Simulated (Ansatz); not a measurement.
Relaxed Sb (A7 type, space group R-3m):

```xyz
2
Lattice="2.1606 1.2474 3.6799 -2.1606 1.2474 3.6799 0.0000 -2.4949 3.6799" Properties=species:S:1:pos:R:3 pbc="T T T"
Sb     0.0000     0.0000     2.6095
Sb     0.0000     0.0000     8.4301
```

In this cell atom 1 (Sb, nearest neighbour Sb at 2.932 Å; its periodic images, 4.3 Å or more away, move with it) is moved by s along Cartesian x, unit vector (1.000, 0.000, 0.000); all other atoms and the cell stay fixed.

Computed with PBE-D3(BJ) (plane waves to 420 eV, PAW, scalar-relativistic; Ansatz, a quantum-chemistry and plane-wave program). k mesh 11×11×11 (Γ-centred), Fermi-Dirac smearing 0.05 eV. E stands for the smeared free energy. With partly filled bands, energies and forces of such displacements shift with the k mesh and the smearing. Sb was relaxed with its symmetry unable to fall. Spin-orbit coupling is left out, though Sb is heavy. The zero of ΔE is the undisplaced structure. The last digit holds for this mesh only.

```json
[
 {"s (Å)": "-0.590", "ΔE (meV/cell)": "withheld"},
 {"s (Å)": "-0.472", "ΔE (meV/cell)": "327.9"},
 {"s (Å)": "-0.354", "ΔE (meV/cell)": "155.5"},
 {"s (Å)": "-0.236", "ΔE (meV/cell)": "58.2"},
 {"s (Å)": "-0.118", "ΔE (meV/cell)": "12.8"},
 {"s (Å)": "0.000", "ΔE (meV/cell)": "0.0"},
 {"s (Å)": "0.118", "ΔE (meV/cell)": "12.8"},
 {"s (Å)": "0.236", "ΔE (meV/cell)": "58.2"},
 {"s (Å)": "0.354", "ΔE (meV/cell)": "155.5"},
 {"s (Å)": "0.472", "ΔE (meV/cell)": "327.9"},
 {"s (Å)": "0.590", "ΔE (meV/cell)": "withheld"}
]
```

Task: Fit an even polynomial form (powers 2, 4, 6) to the given rows and predict ΔE at s = 0.590.

Result: Least squares on the 9 given rows: ΔE = (870.8)·s² + (3281)·s⁴ + (-2615)·s⁶, in meV/cell with s in Å; root-mean-square residual 0.03 meV/cell. At 0.590 the fit gives 590.4 meV/cell; the calculation gives 595.8 meV/cell, so the extrapolation is off by -5.4 (-0.9 %). The quadratic term alone would give 303.1 meV/cell.

(A displaced cell: forces are minus the slopes of the energy, force constants its curvatures, and phonons follow from these.)
